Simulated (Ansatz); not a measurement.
NiO2:
```
NiO2
1.0
    1.38584     0.80012     4.84013
   -1.38584     0.80012     4.84013
    0.00000    -1.60023     4.84013
Ni O
1 2
Cartesian
  0.00000   0.00000   0.00000
  0.00000   0.00000   8.74011
  0.00000   0.00000   5.78028
```

Relaxed with r²SCAN+D4. Independent-particle spectrum: no excitons, no local fields, no scissors shift; 0.1 eV broadening; ε₁ of the summed bands alone.

Task: Tabulate the dielectric function from r²SCAN+D4 in the plane-wave PAW code Ansatz.

Result: 

| E (eV) | ε₁ xx | ε₂ xx | ε₁ zz | ε₂ zz |
|---|---|---|---|---|
| 0.0 | 11.93 | 0.00 | 6.27 | 0.00 |
| 0.3 | 12.04 | 0.00 | 6.32 | 0.00 |
| 0.6 | 12.40 | 0.00 | 6.45 | 0.00 |
| 0.9 | 13.06 | 0.00 | 6.72 | 0.00 |
| 1.2 | 14.19 | 0.00 | 7.19 | 0.00 |
| 1.5 | 16.24 | 0.00 | 8.19 | 0.00 |
| 1.8 | 21.24 | 0.91 | 10.49 | 2.56 |
| 2.1 | 25.75 | 10.23 | 7.64 | 4.58 |
| 2.4 | 24.09 | 20.62 | 7.40 | 4.54 |
| 2.7 | 9.46 | 34.48 | 5.99 | 5.62 |
| 3.0 | -2.25 | 18.52 | 7.82 | 4.26 |
| 3.3 | -0.46 | 19.02 | 6.86 | 11.98 |
| 3.6 | -7.08 | 13.07 | -1.79 | 9.11 |
| 3.9 | -3.30 | 8.49 | -1.51 | 1.82 |
| 4.2 | -3.83 | 7.21 | 0.93 | 1.27 |
| 4.5 | -0.93 | 8.02 | 2.22 | 0.71 |
| 4.8 | -5.06 | 6.20 | 3.98 | 0.08 |
| 5.1 | -4.06 | 4.05 | 7.45 | 1.46 |
| 5.4 | -1.11 | 3.45 | 9.84 | 6.24 |
| 5.7 | -2.21 | 6.06 | 2.39 | 17.23 |
| 6.0 | -4.39 | 2.43 | -6.15 | 4.25 |
| 6.3 | -1.41 | 1.91 | -0.88 | 1.54 |
| 6.6 | -1.63 | 2.89 | 0.04 | 2.88 |
| 6.9 | -1.94 | 1.96 | 0.07 | 2.18 |
| 7.2 | -1.35 | 1.28 | 0.96 | 2.02 |
| 7.5 | -0.09 | 2.03 | 2.23 | 4.28 |
| 7.8 | -2.56 | 2.23 | -1.82 | 3.91 |
| 8.1 | -1.72 | 0.61 | -1.80 | 2.36 |
| 8.4 | -1.12 | 0.32 | -1.69 | 1.11 |
| 8.7 | -0.59 | 0.06 | -0.80 | 0.36 |
| 9.0 | -0.13 | 0.01 | -0.09 | 0.17 |
| 9.3 | 0.25 | 0.04 | 0.48 | 0.32 |
| 9.6 | 0.58 | 0.29 | 0.62 | 0.54 |
| 9.9 | 0.61 | 0.42 | 0.68 | 0.61 |
| 10.2 | 0.65 | 0.46 | 0.72 | 0.62 |
| 10.5 | 0.71 | 0.45 | 0.76 | 0.60 |
| 10.8 | 0.77 | 0.42 | 0.81 | 0.56 |
| 11.1 | 0.86 | 0.39 | 0.87 | 0.51 |
| 11.4 | 0.97 | 0.35 | 0.94 | 0.47 |
| 11.7 | 1.15 | 0.32 | 1.01 | 0.42 |
| 12.0 | 1.35 | 0.46 | 1.09 | 0.38 |

Task: From ε at 3.2 eV (xx: 0.50 + 17.33i), find n, k, the normal reflectivity and the absorption coefficient.

Result: n = 2.99, k = 2.901, R = 51 %, α = 2kE/ħc = 940000 cm⁻¹.

With all bands, ε∞ without local fields is 12.1 (xx = yy), 6.51 (zz). DFPT, with local fields, gives 11.8 (xx = yy), 3.12 (zz).

Space group R-3m. The first step of the workflow began from a Materials Project structure, measured or hypothetical; the Crystallography Open Database copy checked does not list it. COD files the formula under space group No. 12. Whether it is the stable phase at ambient conditions was not checked. Symmetry was held in the r²SCAN+D4 relaxation. At this level the phase is mechanically unstable. No spin polarisation was allowed. No Hubbard U is applied.

Potentials: the later of the program's two PAW sets.
